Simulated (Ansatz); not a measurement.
Relaxed-ion elastic tensor of LuSb (rock salt, Fm-3m) in GPa (Voigt order), DFT-r²SCAN in the program Ansatz with PAW potentials; density 8.80 g/cm³, 28.01 Å³ per atom.

```
 162  19.4  19.4   0.0   0.0   0.0
19.4   162  19.4   0.0   0.0   0.0
19.4  19.4   162   0.0   0.0   0.0
 0.0   0.0   0.0  31.9   0.0   0.0
 0.0   0.0   0.0   0.0  31.9   0.0
 0.0   0.0   0.0   0.0   0.0  31.9
```

Question: Is the crystal mechanically stable?

Answer: Yes: the smallest eigenvalue of C is 31.9 GPa.

Question: Work out the Voigt, Reuss and Hill averages.

Answer: K_V = 66.9, K_R = 66.9, K_H = 66.9; G_V = 47.7, G_R = 41.0, G_H = 44.3 GPa.

Question: Give Young's modulus, Poisson's ratio, Pugh's ratio and the universal anisotropy index.

Answer: E = 9KG/(3K + G) = 109 GPa; ν = 0.23; K/G = 1.51 (brittle by the Pugh limit of 1.75); A_U = 5G_V/G_R + K_V/K_R − 6 = 0.82.

Question: Estimate the sound speeds and the Debye temperature.

Answer: v_l = √((K + 4G/3)/ρ) = 3790 m/s, v_t = √(G/ρ) = 2240 m/s, mean 2490 m/s; Θ = (h/k)(3n/4πV)^(1/3) v_m = 244 K.

Question: Give the Zener ratio and Young's modulus along [100], [110] and [111].

Answer: A = 2C44/(C11 − C12) = 0.45; 1/E = S11 − 2(S11 − S12 − S44/2)Γ with Γ = 0, 1/4, 1/3 gives 158, 93.8, 82.7 GPa.

Question: Solve the Christoffel equation for the three sound speeds along [100], [110], [111].

Answer: Eigenvalues of C_ijkl n_j n_l equal ρv². In km/s, slowest first: [100] 1.91, 1.91, 4.29; [110] 1.91, 2.85, 3.73; [111] 2.57, 2.57, 3.53.

The workflow started from a Materials Project entry (that database holds measured and hypothetical structures alike); the Crystallography Open Database copy checked does not list it. Its standing as an ambient phase is unchecked. Symmetry was held in the r²SCAN relaxation; of distortions, only those at the zone centre were tested. As this level gives no gap, shear constants depend on the k-mesh and smearing (Fermi–Dirac, 0.1 eV here). Spin–orbit coupling is left out wherever it is not named.

Potentials: the later of the program's two PAW sets.
